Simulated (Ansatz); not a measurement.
# Ru, omega (AlB2-type): geometry optimisation

Level of theory: DFT, PBEsol, plane waves (420 eV) with PAW, scalar-relativistic in Ansatz 0.2.0. The PAW files were generated under PBE, with cores re-solved for the functional.

k-point mesh 9×9×12, Fermi-Dirac smearing 0.1 eV, no spin polarisation. Cell and atoms relax.

Starting structure:

```yaml
crystal:
  lattice:
    - [4.24692, 0.00000, 0.00000]
    - [-2.12346, 3.67794, 0.00000]
    - [0.00000, 0.00000, 2.60336]
  atoms:
    - { symbol: Ru, position: [0.00000, 0.00000, 0.00000] }
    - { symbol: Ru, position: [0.33333, 0.66667, 0.50000] }
    - { symbol: Ru, position: [0.66667, 0.33333, 0.50000] }
```

**Question.** What cell does the relaxation end in?

**Answer.** P6/mmm with a = 4.224 Å, c = 2.651 Å (c/a = 0.628); 13.65 Å³ per atom against 13.55 at the start (0.7 %).

**Question.** How much energy does the relaxation gain?

**Answer.** 7.8 meV per atom.

Path of the relaxation (the plane waves are chosen anew near the end, which can shift the energy a little):

```tsv
step	E − E(final) (meV/atom)	V (Å³/atom)	P (GPa)	max force (eV/Å)
0	7.78	13.555	1.96	0.000
1	1.53	13.749	-2.04	0.000
2	0.03	13.660	-0.18	0.000
3	0.02	13.651	0.01	0.000
4	0.00	13.651	0.01	0.000
```
